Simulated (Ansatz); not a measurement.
With PBE in the plane-wave PAW code Ansatz, C in the orthorhombic phase (Ibam; C on 8j, C on 4a) relaxes to a = 2.664 Å, b = 5.559 Å, c = 4.668 Å.

The Kohn–Sham gap is 2.87 eV (smallest direct gap 2.89 eV). The electron mass is 0.56, 1.3, 5.9 mₑ (principal values). The hole mass is 0.45, 0.54, 1.2 mₑ (principal values).

An equation-of-state fit gives a bulk modulus of 370 GPa.

The start of the workflow was typed in or built on a structure type; neither database checked (COD, Materials Project) lists it. It is not the phase usual at ambient conditions (space group No. 194, 227). The PBE relaxation kept the symmetry of its start; its stability against distortions is not shown here. The volume moved by 20 % from the start of the relaxation.

Potentials: the earlier of the program's two PAW sets.
